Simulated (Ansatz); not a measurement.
Sc (fcc, Cu type)

```
CELL_PARAMETERS angstrom
      0.00000     2.23618     2.23618
      2.23618     0.00000     2.23618
      2.23618     2.23618     0.00000
ATOMIC_POSITIONS crystal
  Sc 0.00000 0.00000 0.00000
```

The slice is a {111} plane (indices of the conventional cell) through the point (0.000, 0.000, 0.000) (fractional), spanned by u = [100] and v = [-1 2 0] in vectors of this cell: u (3.16 Å) and v (5.48 Å, at 90° to u). It covers one period; positions are fractions (u, v).

Calculation: LDA (plane waves to 420 eV, PAW, scalar-relativistic; Ansatz, a quantum-chemistry and plane-wave program). k mesh 18×18×18. Inside the PAW spheres the values are not all-electron values, and peaks at nuclei hang on which shells count as valence. Sc is run without spin polarisation. Sc was relaxed with its symmetry unable to fall. This is one of several known forms of Sc; the measured ambient cells at hand have space group No. 194.

Three fields on this plane, each scaled to ten steps between its own extremes (0 low, 9 high; the total valence density on a logarithmic scale, the potential cut 8 eV below its top; x marks points blanked near nuclei; v = 0 in the bottom row):

Map A
```
|xxxxx26862xxxx|
|xxxx0478740xxx|
|xxxx2689862xxx|
|xx02589998520x|
|23467899987643|
|77777777777777|
|99876432346789|
|998520xxx02589|
|9862xxxxxxx268|
|8740xxxxxxx047|
|862xxxxxxxxx26|
|761xxxxxxxxx16|
|862xxxxxxxxx26|
|8740xxxxxxx047|
|9862xxxxxxx268|
|998520xxx02589|
|99876432346789|
|77777777777777|
|23467899987643|
|xx02589998520x|
|xxxx2689862xxx|
|xxxx0478740xxx|
|xxxxx26862xxxx|
|xxxxx16761xxxx|
```

Map B
```
|xxxxx40004xxxx|
|xxxx9300039xxx|
|xxxx5100015xxx|
|xx95100000159x|
|54210000000124|
|10000001000000|
|00001245421000|
|000159xxx95100|
|0015xxxxxxx510|
|0039xxxxxxx930|
|004xxxxxxxxx40|
|005xxxxxxxxx50|
|004xxxxxxxxx40|
|0039xxxxxxx930|
|0015xxxxxxx510|
|000159xxx95100|
|00001245421000|
|10000001000000|
|54210000000124|
|xx95100000159x|
|xxxx5100015xxx|
|xxxx9300039xxx|
|xxxxx40004xxxx|
|xxxxx50005xxxx|
```

Map C
```
|xxxxx01310xxxx|
|xxxx1035301xxx|
|xxxx0158510xxx|
|xx10038983001x|
|00002577752000|
|22222222222222|
|77520000000257|
|983001xxx10038|
|8510xxxxxxx015|
|5301xxxxxxx103|
|310xxxxxxxxx01|
|210xxxxxxxxx01|
|310xxxxxxxxx01|
|5301xxxxxxx103|
|8510xxxxxxx015|
|983001xxx10038|
|77520000000257|
|22222222222222|
|00002577752000|
|xx10038983001x|
|xxxx0158510xxx|
|xxxx1035301xxx|
|xxxxx01310xxxx|
|xxxxx01210xxxx|
```

Problem. Assign the maps to these fields: electron localisation function (ELF); valence electron density; electrostatic potential energy of an electron, from the cell's mean.

Solution. A is the electrostatic potential energy of an electron, from the cell's mean; B is the valence electron density; C is the electron localisation function (ELF).
